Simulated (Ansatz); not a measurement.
**Se (Pm-3m), tetragonal deformation path**

Method: DFT LDA, scalar-relativistic, plane waves, PAW (Ansatz 0.2.0). Settings: plane waves to 420 eV, k-mesh 18×18×18 (Γ-centred), Gaussian smearing 0.15 eV. No spin polarisation. Energies are free energies at this smearing, counted from the undisturbed cell; pressure is positive in compression.

The undisturbed cell (as given, not relaxed at this level; it stands at -3.5 GPa; this simple cubic form isn't the usual structure):

```
Se
1.0
     2.81056    0.00000    0.00000
     0.00000    2.81056    0.00000
     0.00000    0.00000    2.81056
Se
1
Direct
  0.00000 0.00000 0.00000
```

At fixed volume and fractional coordinates, lengths along (0.000, 0.000, 1.000) are scaled against those across it; ρ is that ratio over its starting value. The cell is metallic on the mesh throughout.

Over the sampled range (0.707 to 1.414), is the undisturbed cell the lowest point?

Yes, every other sampled point lies higher.

The scan:

| ρ | ΔE (meV/atom) |
| --- | --- |
| 0.707 | 541.9 |
| 0.780 | 252.0 |
| 0.850 | 101.7 |
| 0.920 | 18.6 |
| 1.000 | 0.0 |
| 1.200 | 38.8 |
| 1.300 | 75.7 |
| 1.414 | 156.1 |